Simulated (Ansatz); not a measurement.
Space group P4/nmm:1 (No. 129). a = 3.210 Å, b = 3.210 Å, c = 8.115 Å, α = 90.00°, β = 90.00°, γ = 90.00°
| atom | site | symmetry | x | y | z |
| --- | --- | --- | --- | --- | --- |
| Ga | 2c | 4mm | 0.5000 | 0.0000 | 0.9137 |
| Si | 2c | 4mm | 0.0000 | 0.5000 | 0.4155 |
| Re | 2c | 4mm | 0.0000 | 0.5000 | 0.7288 |

Equation of state of this GaReSi structure (not necessarily the ground state), with shape and atoms relaxed at each volume where symmetry leaves them free. The calculation used DFT PBE, scalar-relativistic, plane waves, PAW in Ansatz.

Settings: cutoff 420 eV, Γ-centred mesh 12×12×6 on the computed 6-atom cell, Gaussian smearing of 0.01 eV; no spin polarisation.

```csv
V (Å³/atom),E − E(largest V) (meV/atom),P (GPa),gap on mesh (eV)
13.103,7.72,14.39,0.15
13.522,-19.33,6.56,0.17
13.940,-27.65,0.00,0.18
14.358,-20.31,-5.45,0.19
14.776,0.00,-9.95,0.19
```

Task: Fit a third-order Birch–Murnaghan equation to E(V).

Result: V0 = 13.94 Å³/atom, B0 = 199 GPa, B0' = 5.1.

Spin-orbit coupling is left out, which matters for the bands of heavy elements.

The gaps are read on the mesh, which can miss the band edges, so they can be too wide.